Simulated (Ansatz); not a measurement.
With r²SCAN (plane waves, PAW; program Ansatz), CaAlHO$_{2}$ in the tetragonal phase (P4/mmm; Ca on 1d, Al on 1a, O on 2f, H on 1b) relaxes to a = 3.730 Å, c = 3.448 Å. Ca has 12 nearest neighbours from 2.54 Å (cuboctahedral); Al has 6 nearest neighbours from 1.72 Å (octahedral). Against the elements it lies at -2.46 eV/atom, with no fitted shifts.

It is gapped at this level: 4.37 eV (indirect). The valence maximum lies at A and the conduction minimum at X (2 equivalent valleys). HSE06 on the same cell gives 5.28 eV. Electrons at the band edge weigh 0.44, 0.49, 0.69 mₑ (principal values). The hole mass is 0.64, 0.64, 5.4 mₑ (principal values).

An equation-of-state fit gives a bulk modulus of 151 GPa. The relaxed-ion elastic constants in GPa are C11 = 322, C12 = 134, C13 = 68.6, C33 = 237, C44 = 110, C66 = 176. The elastic constants imply a Debye temperature near 897 K. Bader charges are Ca +1.59, Al +2.55, O -1.66, H -0.83 e.

The start of the workflow was typed in or built on a structure type; neither database checked (COD, Materials Project) lists it. Its standing as an ambient phase is unchecked. The cell was relaxed with r²SCAN under the symmetry of its start; its stability against distortions is not shown here. The references are the lowest solids computed at this level, not always the standard phases (solids in place of the gases).

Potentials: the earlier of the program's two PAW sets.
